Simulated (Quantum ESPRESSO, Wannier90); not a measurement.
**Tight-binding from DFT: ZnGeP2 (chalcopyrite)**

```
begin unit_cell_cart
ang
    5.4424800000    0.0000000000    0.0000000000
    0.0000000000    5.4424800000    0.0000000000
   -2.7212400000   -2.7212400000    5.3647650000
end unit_cell_cart
begin atoms_frac
Zn   0.2500000000 -0.2500000000  0.5000000000
Zn   0.0000000000  0.0000000000  0.0000000000
Ge  -0.2500000000  0.2500000000  0.5000000000
Ge   0.5000000000  0.5000000000  0.0000000000
P   -0.3750000000  0.1295600000 -0.2500000000
P    0.3795600000  0.3750000000  0.2500000000
P    0.1250000000 -0.3795600000 -0.2500000000
P   -0.1295600000 -0.1250000000  0.2500000000
end atoms_frac
```

Materials Project entry mp-4524; symmetrised, unrelaxed at this level. COD (Crystallography Open Database) has an entry of this formula and space group (matched by these alone). Method: PBEsol plane waves in Quantum ESPRESSO 7.5 (PseudoDojo norm-conserving files, 68 Ry, no spin polarisation, no spin-orbit coupling), Bloch states on a 4×4×4 mesh through Γ, Wannier90 4.0.1. Density: 6×6×6 mesh, cold smearing 0.01 Ry. Spin-orbit coupling, left out, would split the p-like bands by a few tenths of an eV.

A tight-binding model is made by disentanglement and projection with no localisation steps (num_iter = 0), so the 42 orbitals stay atom-like: hydrogen-like Zn: s;p;d; Ge: s;p; P: s;p, axes along x, y, z; frozen window up to 2.61 eV relative to the valence-band maximum. It follows pw.x to 9.7 meV rms for states up to 2.1 eV relative to the valence-band maximum. Matrix elements depend on this choice of orbitals and windows.

The 20 largest hoppings ⟨m,0|H|n,R⟩ between different sites (one of each Hermitian pair; signs follow the real orbitals' lobes; the list may end inside a set of equal values):

| m | n | R | distance of the centres (Å) | t (eV) |
|---|---|---|---|---|
| Ge3 s | P5 s | 0 0 1 | 2.34 | -1.664 |
| Ge3 s | P7 s | 0 1 1 | 2.34 | -1.664 |
| Ge4 s | P5 s | 1 0 0 | 2.34 | -1.664 |
| Ge4 s | P7 s | 0 1 0 | 2.34 | -1.664 |
| P6 s | Ge3 s | 1 0 0 | 2.34 | -1.664 |
| P8 s | Ge3 s | 0 0 0 | 2.34 | -1.664 |
| Ge4 s | P8 s | 1 1 0 | 2.34 | -1.664 |
| P6 s | Ge4 s | 0 0 0 | 2.34 | -1.664 |
| P6 s | Zn2 s | 0 0 0 | 2.35 | -1.660 |
| P5 s | Zn2 s | 0 0 0 | 2.35 | -1.660 |
| P8 s | Zn2 s | 0 0 0 | 2.35 | -1.660 |
| P6 s | Zn1 s | 0 1 0 | 2.35 | -1.660 |
| P8 s | Zn1 s | 0 0 0 | 2.35 | -1.660 |
| Zn1 s | P7 s | 0 0 1 | 2.35 | -1.660 |
| P7 s | Zn2 s | 0 0 0 | 2.35 | -1.660 |
| Zn1 s | P5 s | 1 0 1 | 2.35 | -1.660 |
| Ge4 pz | P8 s | 1 1 0 | 2.34 | -1.518 |
| P6 s | Ge4 pz | 0 0 0 | 2.34 | -1.518 |
| Ge4 pz | P7 s | 0 1 0 | 2.34 | 1.518 |
| Ge4 pz | P5 s | 1 0 0 | 2.34 | 1.518 |
